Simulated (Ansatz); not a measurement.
A: GaP (zinc blende), a = 5.4384 Å, b = 5.4384 Å, c = 5.4384 Å, α = 90.00°, β = 90.00°, γ = 90.00°
B: TaN (rock salt), a = 4.376 Å, b = 4.376 Å, c = 4.376 Å, α = 90.00°, β = 90.00°, γ = 90.00°
C: MgSe (rock salt), a = b = c = 5.450 Å, α = β = γ = 90.00°
D: YN (rock salt), a = b = c = 4.8562 Å, α = β = γ = 90.00°

Scan: energy against volume (even scaling of the relaxed cell, symmetry kept). One method and one kind of scan serve all of them; meshes and ranges differ. All were relaxed with their symmetry unable to fall. Spin-orbit coupling is left out. TaN is run without spin polarisation. This is a high-temperature form of TaN. YN is run without spin polarisation.

Q: Order them by bulk modulus (fitted) (highest first) at the level PBEsol (plane waves to 420 eV, PAW, scalar-relativistic; Ansatz, a first-principles code).

A: B (356 GPa), D (171 GPa), A (84.9 GPa), C (64.7 GPa)

(Under strain, the slope of the energy per volume gives the stress and its curvature an elastic modulus.)
